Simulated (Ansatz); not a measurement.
NaTlS2 as one 4-atom ordering (P-4m2) on the zincblende lattice was relaxed with 5 functionals in the plane-wave code Ansatz, cell and atoms free, the symmetry of the start kept (meshes: PBE 6×6×4, r2SCAN 6×6×4, PBEsol 6×6×4, LDA 6×6×4, HSE06 4×4×2). Spin-unpolarised throughout. Whether this structure exists isn't addressed.

The LDA result:
```
Na S Tl
1.0
     4.03102    0.00000    0.00000
     0.00000    4.03102    0.00000
     0.00000    0.00000    6.53012
Na S Tl
1 2 1
Cartesian
  0.0000 0.0000 0.0000
  0.0000 2.0155 1.7549
  2.0155 0.0000 4.7752
  2.0155 2.0155 3.2651
```

Space group P-4m2 (No. 115), tetragonal; conventional cell a = 4.031 Å, c = 6.530 Å, 26.53 Å³ an atom. Around Na lie 4 S at 2.67 Å; around S lie 2 Tl at 2.52 Å and 2 Na at 2.67 Å; around Tl lie 4 S at 2.52 Å.

(1) How does the cell change with r2SCAN?

(2) What lattice does PBEsol give?

(3) Held at the r2SCAN cell, what mean stress do LDA and PBE find, and does its sign point to their own minimum?

## Answers

(1) a = 4.104 Å, c = 6.639 Å; the volume differs by +5.4 % from LDA's. Around Na lie 4 S at 2.73 Å; around S lie 2 Tl at 2.55 Å and 2 Na at 2.73 Å; around Tl lie 4 S at 2.55 Å.

(2) a = 4.083 Å, c = 6.630 Å; the volume differs by +4.2 % from LDA's. Na has 4 S at 2.72 Å; S has 2 Tl at 2.54 Å and 2 Na at 2.72 Å; Tl has 4 S at 2.54 Å.

(3) Yes. LDA -1.99 GPa, and its relaxed volume is -5.1 % from r2SCAN's; PBE +1.30 GPa, and its relaxed volume is +3.4 % from r2SCAN's. Compression counts positive, so a positive stress asks for a larger cell.
